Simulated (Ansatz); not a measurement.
HfSiO4:
```cif
data_Hf2O8Si2
_chemical_formula_sum 'Hf2 Si2 O8'
_space_group_name_H-M_alt 'P 1'
_space_group_IT_number 1
_cell_length_a 5.52994
_cell_length_b 5.52994
_cell_length_c 5.52994
_cell_angle_alpha 106.952
_cell_angle_beta 106.952
_cell_angle_gamma 114.636
loop_
_space_group_symop_operation_xyz
  'x, y, z'
loop_
_atom_site_label
_atom_site_type_symbol
_atom_site_fract_x
_atom_site_fract_y
_atom_site_fract_z
_atom_site_occupancy
Hf1 Hf 0.00000 0.00000 0.00000 1
Hf2 Hf 0.75000 0.25000 0.50000 1
Si1 Si 0.25000 0.75000 0.50000 1
Si2 Si 0.50000 0.50000 0.00000 1
O1 O 0.13525 0.31988 0.81537 1
O2 O 0.06988 0.75450 0.68463 1
O3 O 0.50450 0.31988 0.18463 1
O4 O 0.06988 0.38525 0.31537 1
O5 O 0.61475 0.93012 0.68463 1
O6 O 0.68012 0.86475 0.18463 1
O7 O 0.24550 0.93012 0.31537 1
O8 O 0.68012 0.49550 0.81537 1
```

Relaxed with r²SCAN.

Problem. Which orbitals make up the states near the band edges in r²SCAN in the plane-wave PAW code Ansatz?

Solution. Top 1 eV of the valence band: O 2p 96 %. Bottom 1 eV of the conduction band: Hf 5d 79 %, O 2p 10 %. Projections are on Löwdin-orthogonalised atomic valence shells; empty p or d shells of many metals are not among them.

Problem. Tabulate the density of states.

Solution. States/eV per cell of 12 atoms, in 0.25 eV bins, energy from the valence-band maximum.

```
E (eV)  total   O 2p  Hf 5d  Si 3p
------  -----  -----  -----  -----
-7.85    0.00   0.00   0.00   0.00
-7.60    0.26   0.17   0.02   0.00
-7.35    1.14   0.73   0.11   0.01
-7.10    3.25   2.09   0.33   0.03
-6.85    2.16   1.40   0.19   0.03
-6.60    1.82   1.19   0.14   0.03
-6.35    2.12   1.40   0.14   0.03
-6.10    3.95   2.62   0.19   0.05
-5.85    1.66   1.12   0.08   0.05
-5.60    2.37   1.70   0.21   0.21
-5.35    7.37   5.34   0.69   0.71
-5.10    7.52   5.48   0.74   0.73
-4.85    3.98   2.94   0.42   0.39
-4.60    8.70   6.64   0.77   0.77
-4.35    4.96   3.78   0.45   0.41
-4.10    4.32   3.25   0.45   0.35
-3.85    6.96   5.39   0.71   0.50
-3.60    8.80   7.15   0.77   0.42
-3.35    7.19   5.87   0.56   0.33
-3.10    8.34   6.80   0.72   0.36
-2.85    8.64   7.12   0.90   0.23
-2.60    6.95   5.86   0.69   0.12
-2.35    9.00   7.78   0.79   0.09
-2.10   10.02   8.74   0.79   0.12
-1.85    8.38   7.50   0.48   0.09
-1.60    7.27   6.60   0.37   0.08
-1.35    9.79   8.98   0.38   0.15
-1.10   12.48  11.64   0.38   0.15
-0.85   13.52  12.76   0.36   0.08
-0.60    9.82   9.43   0.17   0.04
-0.35    7.52   7.31   0.08   0.02
-0.10    1.73   1.70   0.01   0.00
0.15     0.00   0.00   0.00   0.00
0.40     0.00   0.00   0.00   0.00
0.65     0.00   0.00   0.00   0.00
0.90     0.00   0.00   0.00   0.00
1.15     0.00   0.00   0.00   0.00
1.40     0.00   0.00   0.00   0.00
1.65     0.00   0.00   0.00   0.00
1.90     0.00   0.00   0.00   0.00
2.15     0.00   0.00   0.00   0.00
2.40     0.00   0.00   0.00   0.00
2.65     0.00   0.00   0.00   0.00
2.90     0.00   0.00   0.00   0.00
3.15     0.00   0.00   0.00   0.00
3.40     0.00   0.00   0.00   0.00
3.65     0.00   0.00   0.00   0.00
3.90     0.00   0.00   0.00   0.00
4.15     0.00   0.00   0.00   0.00
4.40     0.00   0.00   0.00   0.00
4.65     0.00   0.00   0.00   0.00
4.90     0.00   0.00   0.00   0.00
5.15     0.00   0.00   0.00   0.00
5.40     0.00   0.00   0.00   0.00
5.65     0.00   0.00   0.00   0.00
5.90     0.26   0.02   0.21   0.02
6.15     7.04   0.54   5.72   0.45
6.40     6.22   0.72   4.89   0.32
6.65     2.48   0.34   1.88   0.07
6.90     4.10   0.33   3.12   0.11
7.15    10.50   0.88   7.92   0.32
7.40     6.85   0.60   4.80   0.32
7.65     5.65   0.58   3.69   0.33
7.90     5.73   0.62   3.69   0.23
8.15     4.02   0.58   2.21   0.35
8.40     6.74   1.07   3.96   0.43
8.65     6.92   1.22   4.17   0.31
8.90     3.33   0.51   1.72   0.16
9.15     2.16   0.26   0.90   0.18
9.40     2.61   0.32   1.17   0.24
9.65     4.00   0.56   2.04   0.35
9.90     3.68   0.60   1.51   0.40
10.15    3.77   0.64   1.22   0.72
10.40    7.71   1.47   1.50   2.66
10.65    6.74   1.45   1.19   2.48
```

Space group I4_1/amd. The r²SCAN relaxation kept the symmetry of its start. The run is not spin-polarised. Spin–orbit coupling is left out wherever it is not named.

Potentials: the earlier of the program's two PAW sets.
